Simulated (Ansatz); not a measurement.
With the program Ansatz at the PBE level (PAW), NiC in the rock salt structure (Fm-3m) relaxes to a = 4.068 Å. Ni has 6 nearest neighbours from 2.03 Å (octahedral); C has 6 nearest neighbours from 2.03 Å (octahedral). Against the elements it lies at 1.09 eV/atom, with no fitted shifts.

Electronic character: metallic (no gap). The magnetic state found is non-magnetic (starting moments vanished).

An equation-of-state fit gives a bulk modulus of 257 GPa.

The start of the workflow was typed in or built on a structure type; neither database checked (COD, Materials Project) lists it. Whether it is the stable phase at ambient conditions was not checked. Symmetry was held in the PBE relaxation; its stability against distortions is not shown here. The workflow began spin-polarised and lost its moments. Its formation energy is positive at this level, so the cell may be metastable or incomplete. The references are the lowest solids computed at this level, not always the standard phases.

Potentials: the earlier of the program's two PAW sets.
